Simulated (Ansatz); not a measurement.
WC in space group Pm-3m (No. 221; W on 3c, C on 3d) under volume change, the program Ansatz at the r²SCAN level (PAW), scaled uniformly.

| V (Å³/atom) | E − E(relaxed) (meV/atom) | P (GPa) |
|---|---|---|
| 11.272 | 112.5 | 34.92 |
| 11.643 | 47.4 | 21.55 |
| 12.015 | 11.2 | 9.93 |
| 12.387 | 0.0 | 0.00 |
| 12.758 | ___ | ___ |
| 13.130 | ___ | ___ |
| 13.501 | 83.5 | -22.30 |

### Question
Complete the blanks.

### Answer

- 12.758, E − E(relaxed) (meV/atom): 10.2
- 12.758, P (GPa): -8.59
- 13.130, E − E(relaxed) (meV/atom): 38.9
- 13.130, P (GPa): -15.98

### Question
What does a third-order Birch–Murnaghan fit give for V₀, B₀ and B′?

### Answer
V₀ = 12.39 Å³/atom, B₀ = 307 GPa, B′ = 4.0.

The start of the workflow was typed in or built on a structure type; neither database checked (COD, Materials Project) lists it. It is not the phase usual at ambient conditions (space group No. 187). The cell was relaxed with r²SCAN under the symmetry of its start; whether a distortion lowers the energy is not shown. No spin polarisation was allowed. Its formation energy is positive at this level, so the cell may be metastable or incomplete. Scalar-relativistic: spin–orbit coupling is off unless named, which matters more the heavier the elements.

Potentials: the earlier of the program's two PAW sets.
